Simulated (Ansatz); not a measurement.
Polymorphs of Al, each relaxed with PBEsol (plane waves, PAW; program Ansatz):

A: I4/mcm
a = b = 8.1247 Å, c = 2.7402 Å, α = β = γ = 90.00°

| atom | site | symmetry | x | y | z |
|---|---|---|---|---|---|
| Al | 8h | m.2m | 0.1475 | 0.3525 | 0.0000 |

B: diamond (Fd-3m)
a = b = c = 5.999 Å, α = β = γ = 90.00°

```json
[
 {"atom": "Al", "site": "8b", "symmetry": "-43m", "x": "0.5000", "y": "0.5000", "z": "0.5000"}
]
```

Task: Rank these by energy per atom at 0 K (lowest first), as PBEsol gives it.

Result: A (+0 meV/atom), B (+557 meV/atom)

Typed or built starts, not in the databases checked: A; B. Not the usual ambient phase: A; B. Unstable at this level: B. All cells were relaxed under the symmetry of their starts (and spin orders); stability against distortions was not tested throughout.

Energies hold the estimated change up to a 700 eV cutoff; steps of a few meV lie near the error of the meshes.

Potentials: the later of the program's two PAW sets.
